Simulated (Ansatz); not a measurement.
SiO2:
```
SiO2
1.0
    4.92016     0.00000     0.00000
   -2.46008     4.26098     0.00000
    0.00000     0.00000     5.41609
Si O
3 6
Cartesian
  2.30723   0.00000   4.51341
 -1.15362   1.99812   0.90268
  1.30646   2.26286   2.70804
  1.37077   1.14655   3.87499
  3.24184   0.61385   0.26427
  2.76763   2.50059   2.06963
 -1.08931   3.11444   5.15182
  0.30755   1.76040   1.54109
  0.78176   3.64713   3.34646
```

Relaxed with r²SCAN. Independent-particle spectrum: no excitons, no local fields, no scissors shift; 0.1 eV broadening; ε₁ of the summed bands alone.

Task: Tabulate the dielectric function from r²SCAN in the plane-wave PAW code Ansatz.

Result: 

| E (eV) | ε₁ xx | ε₂ xx | ε₁ zz | ε₂ zz |
|---|---|---|---|---|
| 0.0 | 2.26 | 0.00 | 2.28 | 0.00 |
| 0.4 | 2.26 | 0.00 | 2.28 | 0.00 |
| 0.8 | 2.27 | 0.00 | 2.28 | 0.00 |
| 1.2 | 2.27 | 0.00 | 2.29 | 0.00 |
| 1.6 | 2.28 | 0.00 | 2.30 | 0.00 |
| 2.0 | 2.29 | 0.00 | 2.31 | 0.00 |
| 2.4 | 2.31 | 0.00 | 2.32 | 0.00 |
| 2.8 | 2.32 | 0.00 | 2.34 | 0.00 |
| 3.2 | 2.34 | 0.00 | 2.36 | 0.00 |
| 3.6 | 2.37 | 0.00 | 2.38 | 0.00 |
| 4.0 | 2.39 | 0.00 | 2.41 | 0.00 |
| 4.4 | 2.43 | 0.00 | 2.45 | 0.00 |
| 4.8 | 2.46 | 0.00 | 2.48 | 0.00 |
| 5.2 | 2.51 | 0.00 | 2.53 | 0.00 |
| 5.6 | 2.56 | 0.00 | 2.58 | 0.00 |
| 6.0 | 2.62 | 0.00 | 2.65 | 0.00 |
| 6.4 | 2.70 | 0.00 | 2.72 | 0.00 |
| 6.8 | 2.79 | 0.00 | 2.82 | 0.00 |
| 7.2 | 2.91 | 0.00 | 2.94 | 0.00 |
| 7.6 | 3.08 | 0.01 | 3.12 | 0.00 |
| 8.0 | 3.37 | 0.05 | 3.45 | 0.04 |
| 8.4 | 3.55 | 0.41 | 3.63 | 0.44 |
| 8.8 | 3.61 | 0.62 | 3.69 | 0.65 |
| 9.2 | 3.71 | 0.79 | 3.82 | 0.84 |
| 9.6 | 3.90 | 1.00 | 4.10 | 1.09 |
| 10.0 | 4.24 | 1.53 | 4.85 | 1.85 |
| 10.4 | 4.03 | 2.27 | 3.69 | 3.05 |
| 10.8 | 3.97 | 3.03 | 2.35 | 3.04 |
| 11.2 | 2.42 | 3.46 | 2.38 | 2.07 |
| 11.6 | 1.96 | 3.10 | 2.60 | 2.72 |
| 12.0 | 1.55 | 2.49 | 1.87 | 2.21 |

With all bands, ε∞ without local fields is 2.42 (xx = yy), 2.43 (zz).

Space group P3_121. Symmetry was held in the r²SCAN relaxation.

Potentials: the later of the program's two PAW sets.
